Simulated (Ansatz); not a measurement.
HfO₂:
```cif
data_Hf8O16
_chemical_formula_sum 'Hf8 O16'
_space_group_name_H-M_alt 'Pbca'
_space_group_IT_number 61
_space_group_name_Hall '-P 2ac 2ab'
_cell_length_a 5.04641
_cell_length_b 9.98273
_cell_length_c 5.21867
_cell_angle_alpha 90.000
_cell_angle_beta 90.000
_cell_angle_gamma 90.000
loop_
_atom_site_label
_atom_site_type_symbol
_atom_site_symmetry_multiplicity
_atom_site_Wyckoff_symbol
_atom_site_fract_x
_atom_site_fract_y
_atom_site_fract_z
_atom_site_occupancy
Hf1 Hf 8 c 0.25422 0.11530 0.03569 1
O1 O 8 c 0.49747 0.47678 0.23841 1
O2 O 8 c 0.12779 0.20965 0.37507 1
```

Relaxed with PBEsol. PBEsol (plane waves, PAW; program Ansatz) gives a gap of 4.23 eV.

**Question.** What gap does HSE06 give on the same cell (Ansatz, PAW)?

**Answer.** 6.00 eV, 1.77 eV more. The hybrid was solved on a coarser mesh and at special points; its gap is the smallest among all of these.

```json
[
 {"k": "Γ", "v1 PBEsol": "0.00", "c1 PBEsol": "4.48", "v1 HSE06": "0.00", "c1 HSE06": "6.28"},
 {"k": "X", "v1 PBEsol": "-0.16", "c1 PBEsol": "4.35", "v1 HSE06": "-0.16", "c1 HSE06": "6.12"},
 {"k": "Z", "v1 PBEsol": "-0.22", "c1 PBEsol": "4.81", "v1 HSE06": "[?]", "c1 HSE06": "[?]"},
 {"k": "U", "v1 PBEsol": "-0.46", "c1 PBEsol": "4.66", "v1 HSE06": "-0.48", "c1 HSE06": "6.45"},
 {"k": "Y", "v1 PBEsol": "-0.06", "c1 PBEsol": "4.76", "v1 HSE06": "[?]", "c1 HSE06": "[?]"},
 {"k": "S", "v1 PBEsol": "-0.23", "c1 PBEsol": "4.64", "v1 HSE06": "[?]", "c1 HSE06": "[?]"},
 {"k": "T", "v1 PBEsol": "-0.37", "c1 PBEsol": "4.87", "v1 HSE06": "-0.38", "c1 HSE06": "6.65"},
 {"k": "R", "v1 PBEsol": "-0.62", "c1 PBEsol": "4.84", "v1 HSE06": "[?]", "c1 HSE06": "[?]"}
]
```

**Question.** Top valence (v1) and lowest conduction level (c1) in eV from each method's valence maximum (which need not be a listed point): supply the withheld HSE06 values.

**Answer.** 
- Z, v1 HSE06: -0.22
- Z, c1 HSE06: 6.57
- Y, v1 HSE06: -0.06
- Y, c1 HSE06: 6.58
- S, v1 HSE06: -0.23
- S, c1 HSE06: 6.43
- R, v1 HSE06: -0.65
- R, c1 HSE06: 6.64

Cost on shared cores: the PBEsol run (SCF on a 6×3×6 mesh, then bands and DOS) very roughly 8 core-minutes, the HSE06 run (SCF on 3×2×3, then a few points) roughly 10 core-minutes; the tasks are unlike.

The first step of the workflow began from a Materials Project structure, measured or hypothetical; the Crystallography Open Database files this formula in space group No. 61, but the cells were not matched. It is not the phase usual at ambient conditions (space group No. 14, 29). The cell was relaxed with PBEsol under the symmetry of its start; its stability against distortions is not shown here. The run is not spin-polarised. Spin–orbit coupling is left out wherever it is not named.

Potentials: the earlier of the program's two PAW sets.
